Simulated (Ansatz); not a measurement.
**MgMnV4O12: a ladder of calculations**

Cell of run 1: a Materials Project structure (computed, not necessarily an observed phase), atoms as given.

Space group C2 (No. 5); a = 10.7649, b = 8.6955, c = 5.9421 Å, β = 112.06°.

| site | Wyckoff | site symmetry | x | y | z |
| --- | --- | --- | --- | --- | --- |
| Mg | 2a | 2 | 0.5000 | 0.2416 | 0.0000 |
| Mn | 2b | 2 | 0.5000 | 0.4369 | 0.5000 |
| V3 | 4c | 1 | 0.2950 | 0.8980 | 0.0307 |
| V4 | 4c | 1 | 0.2990 | 0.0925 | 0.5409 |
| O7 | 4c | 1 | 0.6222 | 0.3737 | 0.8907 |
| O8 | 4c | 1 | 0.3606 | 0.7277 | 0.0582 |
| O9 | 4c | 1 | 0.1331 | 0.1040 | 0.4541 |
| O10 | 4c | 1 | 0.3651 | 0.0202 | 0.8511 |
| O12 | 4c | 1 | 0.3473 | 0.9848 | 0.3297 |
| O14 | 4c | 1 | 0.3774 | 0.2688 | 0.6012 |

One atom of each set is listed; the run and its k-mesh use a cell of 18 atoms with edges of 6.92, 6.92, 5.94 Å.

All runs are DFT with Ansatz 0.2.0 (plane waves and PAW, scalar-relativistic unless spin–orbit coupling is named, Γ-centred meshes, Fermi–Dirac smearing where given) in this cell. Start moments of run 1 as typed (μB): 5 on each Mn, none on the rest.

Run 1: PBE, with a start moment, atoms as given; 420 eV, 3×3×4 k-points, smearing 0.02 eV.
Run 2: r2SCAN, with a start moment, atoms as given; 500 eV, 3×3×4 k-points, smearing 0.02 eV.
Run 3: PBE+U, with a start moment, atoms as given; 420 eV, 3×3×4 k-points, smearing 0.02 eV (U = 3.9 eV on Mn d).

Problem. What does each run give, and what moves the gradients most?

Solution. 

```tsv
run	V3 V_zz (η)	O7 V_zz (η)	O8 V_zz (η)	O9 V_zz (η)	O14 V_zz (η)	absolute moment (μB)
1	-3.89 (0.97)	-5.40 (0.44)	1.91 (0.73)	-2.90 (0.99)	-4.04 (0.47)	5.1
2	-3.55 (0.97)	-5.47 (0.37)	-1.79 (0.99)	-2.90 (0.91)	-4.02 (0.48)	5.2
3	-3.98 (0.94)	-5.26 (0.32)	1.97 (0.75)	-2.79 (0.79)	-3.92 (0.32)	5.1
```

V_zz in 10²¹ V/m²; 5 of the 10 sets of like atoms are followed. Against run 1, the gradient tensors on these sites move by at most 0.46 in run 2 (O8), 0.47 in run 3 (O9). Taken one at a time, the Hubbard term moves the tensors on these sites by up to 0.47 (largest principal value of the change, on O9), the functional (r2SCAN with its higher cutoff) by 0.46 (O8). On some sites the largest principal value moves to another axis from run to run, and the sign of V_zz can flip with it.

The magnetic order is the one that the run reached from its start moments, not necessarily the measured one. For runs 1, 2, 3: All moments are parallel here, as the start or the cell imposes; many such compounds order antiparallel, where fields and spin densities carried over to other atoms largely cancel. In run 2 the program didn't check the stability of the electronic state in full, so a lower one may lie near. In runs 1, 2, 3 the atoms aren't at the calculated equilibrium (largest force 1.2, 1.8, 1.2 eV/Å). The cell isn't the equilibrium one in run 2 (calculated pressure -8 GPa), and the entry's cell may itself be off.
